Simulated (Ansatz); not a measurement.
The start is a relaxed MgB2 cell displaced along its unstable phonon at q = (0, 0, ½) of its primitive reciprocal cell (256i cm⁻¹), largest move 0.15 Å. A full variable-cell relaxation at zero pressure is run with PBEsol (plane waves to 420 eV, PAW, scalar-relativistic; Ansatz, a first-principles code). First-step values are on the input's coarse k-mesh.

Ansatz input (later rounds restart from its end on a renewed k-mesh):
Ansatz 0.2 input:
```yaml
crystal:
  lattice:
    - [3.0877978785, 0, 0]
    - [-1.5438989393, 2.6741114046, 0]
    - [0, 0, 16.0271258096]
  atoms:
    - { symbol: B, position: [0.3052866335, 0.6105732669, 0.0591027547] }
    - { symbol: B, position: [0.3613800332, 0.7227600664, 0.5591027547] }
    - { symbol: B, position: [0.6386199668, 0.2772399336, 0.0591027547] }
    - { symbol: B, position: [0.6947133665, 0.3894267331, 0.5591027547] }
    - { symbol: B, position: [0.6386199668, 0.2772399336, 0.4408972454] }
    - { symbol: B, position: [0.6947133665, 0.3894267331, 0.9408972454] }
    - { symbol: B, position: [0.3052866335, 0.6105732669, 0.4408972454] }
    - { symbol: B, position: [0.3613800332, 0.7227600664, 0.9408972454] }
    - { symbol: Mg, position: [-0.0095240815, -0.019048163, 0.1587925011] }
    - { symbol: Mg, position: [0.0095240815, 0.019048163, 0.6587925011] }
    - { symbol: Mg, position: [-0.0095240815, -0.019048163, 0.341207499] }
    - { symbol: Mg, position: [0.0095240815, 0.019048163, 0.841207499] }
basis: { ecutwfc: 420, ecutrho_ratio: 4, xc_grid: 2, fft_grid_basis: typed }
kpoints: { mp_grid: { grid: [12, 12, 2] } }
hamiltonian:
  xc: pbesol
  dispersion: none
  pseudopotentials: { kind: paw }
scf: { occupations: { method: fermi_dirac, width: 0.05 } }
relax: { f_tol: 0.01, max_steps: 100, cell: { stress_tol: 0.02 } }
output: { forces: true, stress: true }
```

**Question.** What is the largest force in the starting geometry, and on which atom (counted from 1)?

**Answer.** 0.59 eV/Å, on B2, B3, B5, B8 (atoms numbered as listed).

**Question.** How much energy is released per atom?

**Answer.** 0.13 eV/atom.

**Question.** How does the volume per atom move from start to end?

**Answer.** -2.1 %, from 11.03 to 10.80 Å³/atom.

**Question.** Does it find its way back to the structure it was made from?

**Answer.** It does not go back: it reaches Cmcm (No. 63), 0.15 eV/atom below the parent.

**Question.** How do the shortest distances between atoms change?

**Answer.** The closest pairs of elements (up to four, under 3.6 Å), start → end: B–B 1.78 → 1.76 Å; B–Mg 2.32 → 2.39 Å; Mg–Mg 2.92 → 2.86 Å.

**Question.** What band gap does the relaxed structure have at this level?

**Answer.** Zero (metallic).

Final values are on a 17×17×3 k-mesh of the relaxed cell. No spin polarisation in the result.

The run could not lose the symmetry of its start: the end is stationary, and may be a saddle point rather than a minimum.

Of the parent cell (P6/mmm (No. 191)): The first start was generated by placing the elements on the sites of a structure type. A measured structure of MgB2 has the same space group, P6/mmm (No. 191); the sites were not compared with it.

The relaxed structure here is a generated cell of MgB2: the first start was made by placing the elements on the sites of a structure type, and the end was not matched to a known phase here, so it may be hypothetical. Known forms of MgB2 include space group No. 191.
